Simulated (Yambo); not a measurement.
Absorption of Li$_{2}$O (anti-fluorite, space group Fm-3m, No. 225) under isotropic strain of -0.7 % on all lattice vectors with and without the electron-hole interaction (Yambo, PBEsol bands; 10×10×10 mesh, 3 valence and 1 conduction bands, static screening with 15 bands and a 4 Ry block, scissor 2.75 eV, Tamm-Dancoff; field along x).

| E (eV) | Im ε, BSE | Im ε, independent quasiparticles |
|---|---|---|
| 6.45 | 0.31 | 0.04 |
| 6.55 | 0.37 | 0.04 |
| 6.65 | 0.45 | 0.05 |
| 6.75 | 0.57 | 0.05 |
| 6.85 | 0.74 | 0.05 |
| 6.95 | 1.02 | 0.06 |
| 7.05 | 1.50 | 0.06 |
| 7.15 | 2.43 | 0.07 |
| 7.25 | 4.39 | 0.07 |
| 7.35 | 7.76 | 0.08 |
| 7.45 | 8.04 | 0.09 |
| 7.55 | 4.96 | 0.09 |
| 7.65 | 3.35 | 0.11 |
| 7.75 | 3.09 | 0.12 |
| 7.85 | 3.84 | 0.13 |
| 7.95 | 4.82 | 0.16 |
| 8.05 | 6.02 | 0.19 |
| 8.15 | 9.26 | 0.24 |
| 8.25 | 10.5 | 0.31 |
| 8.35 | 7.20 | 0.38 |
| 8.45 | 4.15 | 0.49 |
| 8.55 | 2.64 | 0.70 |
| 8.65 | 2.05 | 0.89 |
| 8.75 | 1.85 | 0.99 |
| 8.85 | 1.81 | 1.08 |
| 8.95 | 1.66 | 1.18 |
| 9.05 | 1.65 | 1.29 |
| 9.15 | 1.57 | 1.62 |
| 9.25 | 1.57 | 2.17 |
| 9.35 | 1.79 | 2.72 |
| 9.45 | 1.66 | 3.15 |
| 9.55 | 1.73 | 3.29 |
| 9.65 | 1.68 | 3.52 |
| 9.75 | 1.38 | 4.23 |
| 9.85 | 1.33 | 4.79 |
| 9.95 | 1.11 | 4.72 |
| 10.05 | 1.00 | 4.60 |
| 10.15 | 1.14 | 4.17 |
| 10.25 | 1.08 | 4.03 |
| 10.35 | 0.99 | 4.26 |
| 10.45 | 0.88 | 4.45 |
| 10.55 | 0.66 | 4.35 |
| 10.65 | 0.61 | 3.75 |
| 10.75 | 0.58 | 3.38 |
| 10.85 | 0.43 | 3.70 |
| 10.95 | 0.35 | 3.71 |
| 11.05 | 0.35 | 3.61 |
| 11.15 | 0.33 | 4.07 |
| 11.25 | 0.27 | 4.41 |
| 11.35 | 0.26 | 4.12 |
| 11.45 | 0.21 | 3.76 |
| 11.55 | 0.18 | 3.36 |
| 11.65 | 0.16 | 3.03 |
| 11.75 | 0.13 | 2.57 |
| 11.85 | 0.10 | 2.40 |
| 11.95 | 0.08 | 2.28 |
| 12.05 | 0.07 | 1.99 |
| 12.15 | 0.07 | 1.58 |
| 12.25 | 0.06 | 1.10 |
| 12.35 | 0.06 | 0.74 |
| 12.45 | 0.05 | 0.53 |
| 12.55 | 0.05 | 0.44 |
| 12.65 | 0.04 | 0.40 |
| 12.75 | 0.04 | 0.35 |
| 12.85 | 0.04 | 0.30 |
| 12.95 | 0.04 | 0.27 |
| 13.05 | 0.03 | 0.24 |
| 13.15 | 0.03 | 0.22 |
| 13.25 | 0.03 | 0.20 |
| 13.35 | 0.03 | 0.16 |

The scissor comes from a G0W0 run whose convergence isn't established. Broadening 0.15 eV. The band window holds all transitions up to 13.5 eV. Fine structure above the onset can come from the mesh.

Geometry strained from the cell relaxed with PBEsol, atoms relaxed again; primitive cell a = 3.213 Å, b = 3.213 Å, c = 3.213 Å, α = 60.00°, β = 60.00°, γ = 60.00°.
